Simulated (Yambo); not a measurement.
Material: CdS (zinc blende, space group F-43m, No. 216) under isotropic strain of +1 % on all lattice vectors; a = b = c = 4.160 Å, α = β = γ = 60.00° (2 atoms in the cell). The PBEsol cell relaxed from Materials Project entry mp-2469 was given an isotropic strain of +1 % on all lattice vectors, and the atoms were relaxed again.

With PBEsol (pw.x of Quantum ESPRESSO, ONCV potentials, no spin-orbit coupling), the gap between the mesh's edge points (Γ → Γ) is 0.951 eV.

Question: By how much does one-shot G0W0 (Yambo; 4×4×4 Γ-centred k mesh, bands 5 to 118 and a 10 Ry block in the screening, 118 bands in G with the Bruneval-Gonze terminator, plasmon pole fitted at 27.2 eV) open this gap, and what gap results?

Answer: The correction is 1.158 eV, giving 2.109 eV, 2.2 times the PBEsol value.  Convergence of the G0W0 settings was not tested. Spin-orbit splittings are left out.
